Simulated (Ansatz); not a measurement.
A geometry of Fe away from equilibrium: step 15 of the relaxation of a randomly generated symmetric cell of Fe (space group No. 141). Level of theory: r2SCAN (plane waves to 500 eV, PAW, scalar-relativistic; Ansatz, a quantum-chemistry and plane-wave program). Γ-centred k-mesh 15×15×15 on the run's cell (coarser than for final values), Fermi–Dirac smearing 0.05 eV.

```xyz
2
Lattice="-1.2701 1.2701 3.8698 1.2701 -1.2701 3.8698 1.2701 1.2701 -3.8698" Properties=species:S:1:pos:R:3:forces:R:3 pbc="T T T" free_energy=-8970.356 pressure_GPa=15.8
Fe     0.0000     1.2701     1.9349    0.0000    0.0000    0.0000
Fe     0.0000     0.0000     0.0000    0.0000    0.0000    0.0000
```

Positions in Å, forces in eV/Å, free energy of the cell in eV (comparable only within this code, potentials and settings). Largest force: all forces are below 0.005 eV/Å; the geometry lies 0.26 eV/atom above the end of its relaxation.

Spin-polarised start, with parallel moments on Fe.

Spin state reached: ferromagnetic (net 2.88 μB/atom), from parallel starting moments; other spin orders were not run from this start. r2SCAN tends to overstate moments in metals.

The run could not lose the symmetry of its start, so the end can be a saddle point.

All atoms sit on sites fixed by symmetry, so only the cell could relax.

The end of the path is a generated cell of Fe: the first start was made by a random draw of sites in a space group, and the end was not matched to a known phase here, so it may be hypothetical. Known forms of Fe include space group No. 229.
